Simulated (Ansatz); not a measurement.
Computed with Ansatz 0.2.0, DFT PBE, scalar-relativistic, plane waves, PAW, and for the lanthanide a 4f-in-core norm-conserving potential. Settings: cutoff 770 eV, Γ-centred meshes spaced at most about 0.3 Å⁻¹, and about 0.25 Å⁻¹ or finer for metals (2π included), Gaussian smearing. No spin polarisation in the final relaxations.

All energies are static (0 K, no zero-point motion). All come from trial cells, and lower structures may exist.

Question: These unrelaxed guesses for ErH are each relaxed within their symmetry. Order them by the energy at which they end, lowest first.
1.

```
Er H
1.0
     3.49261    0.00000    0.00000
    -1.74630    3.02469    0.00000
     0.00000    0.00000    5.70662
Er H
2 2
Cartesian
  0.0000 0.0000 0.0000
  0.0000 0.0000 2.8533
  0.0000 2.0165 1.4267
  1.7463 1.0082 4.2800
```

2.

```
Er H
1.0
     0.00000    2.56724    2.56724
     2.56724    0.00000    2.56724
     2.56724    2.56724    0.00000
Er H
1 1
Cartesian
  0.0000 0.0000 0.0000
  3.8509 3.8509 3.8509
```

3.

```
Er H
1.0
     0.00000    2.35464    2.35464
     2.35464    0.00000    2.35464
     2.35464    2.35464    0.00000
Er H
1 1
Direct
  0.00000 0.00000 0.00000
  0.50000 0.50000 0.50000
```

4.

```
Er H
1.0
     3.57046    0.00000    0.00000
    -1.78523    3.09211    0.00000
     0.00000    0.00000    4.72992
Er H
2 2
Direct
  0.33333 0.66667 0.25000
  0.66667 0.33333 0.75000
  0.00000 0.00000 0.00000
  0.00000 0.00000 0.50000
```

Answer: 2 (ends in F-43m, zinc blende type, 0 meV/atom), 4 (ends in P6_3/mmc, anti-nickel arsenide type, 55 meV/atom), 3 (ends in Fm-3m, rock salt type, 77 meV/atom), 1 (ends in P6_3/mmc, 268 meV/atom).

With hydrogen, zero-point motion can shift such differences by 10 meV/atom or more. Cells relaxed within their symmetry can be saddle points. Some structure types and database cells were kept out of the candidates from the start, so a known form may be missing.

The lanthanide is trivalent by construction, without f bands, f moments or other valences.
